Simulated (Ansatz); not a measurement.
**Surface calculation: fcc Ni (111), 4 layers**

The slab is cut from the fcc crystal, the stable phase, as relaxed on PAW files (10.89 Å³/atom), with 16 Å of vacuum and a dipole correction:

```
Ni
1.0
     2.48804    0.00000    0.00000
    -1.24402    2.15470    0.00000
     0.00000    0.00000   22.09440
Ni
4
Cartesian
  0.0000 0.0000 8.0000
  0.0000 1.4365 10.0315
  1.2440 0.7182 12.0629
  0.0000 0.0000 14.0944
```

Computed with Ansatz 0.2.0; functional PBE, scalar-relativistic. Settings: a Γ-centred 19×19×1 k mesh, Fermi–Dirac smearing of 0.05 eV, spin-polarised from start moments Ni1 1, Ni2 1, Ni3 1, Ni4 1 μB. Methods: LAPW: all electrons, basis error target 1 meV/atom; PAW: frozen-core files, cutoff 420 eV.

The bulk energy comes from a cell in the slab's orientation on a 19×19×7 mesh. The surface energy is (E(slab) − N·E(bulk))/2A at zero smearing, the mean of both faces; thin slabs carry quantum-size effects.

Other magnetic orders may lie lower.

Q: As cut, the LAPW slab lies 1.296 eV above 4 atoms of bulk. What surface energy is that?

A: Over two faces of 5.36 Å² it is 120.9 meV/Å², and times 16.02 J/m² per eV/Å² that gives γ = 1.936 J/m².

Q: What do relaxation and the other method give, and what work function comes out?

A: 

```csv
method,γ as cut (J/m²),γ relaxed (J/m²),Φ as cut (eV),Φ relaxed (eV)
LAPW,1.936,1.930,5.06,5.06
PAW,1.936,1.929,5.07,5.06
```

Q: How do the spacings between the planes relax?

A: From the bottom face up: d12 -1.3 % of 2.031 Å, d23 -0.5 % of 2.031 Å, d34 -1.3 % of 2.031 Å.

Q: How do the moments vary through the slab?

A: Ni1 0.69, Ni2 0.71, Ni3 0.71, Ni4 0.69 μB in the LAPW spheres; the bulk has Ni 0.67 μB.

Q: What changes if the images along the normal are cut off in place of the dipole correction?

A: LAPW then gives: no gap, work function 5.06 eV; PAW: no gap, work function 5.06 eV.
